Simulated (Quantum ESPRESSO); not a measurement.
TiO$_{2}$, space group I4₁/amd (No. 141):

```xyz
6
Lattice="-1.8913 1.8913 4.8075 1.8913 -1.8913 4.8075 1.8913 1.8913 -4.8075" Properties=species:S:1:pos:R:3 pbc="T T T"
Ti     0.0000     0.0000     0.0000
Ti     0.0000     1.8913     2.4038
O      0.0000     1.8913     4.3955
O      0.0000     0.0000     1.9918
O      0.0000     0.0000     7.6233
O      0.0000     1.8913     0.4120
```
Geometry: a computed entry of the Materials Project; it was not checked against measured cells. It is TiO2 in I4₁/amd. Stability against distortions was not tested. The run has no spin polarisation.

```
site  Wyckoff letter  site symmetry
----  --------------  -------------
Ti                 a           -4m2
O                  e            2mm
```

Cores are frozen. Against all-electron runs on small test molecules, this scheme's |Vzz| missed by −2 to +6 % on O. Ti had no test against all-electron runs.

Question: Where does symmetry force the field gradient to vanish or to be axial, and what does the PAW reconstruction of the field gradient on a scalar-relativistic PBE ground state (a modified build of Quantum ESPRESSO, JTH datasets) give?

Answer: 
```csv
site,by symmetry,Vzz (a.u.),η_Q
Ti,"axial, η = 0 (an axis of order 3 or more)",0.131,0.00
O,η is free,0.179,0.37
```
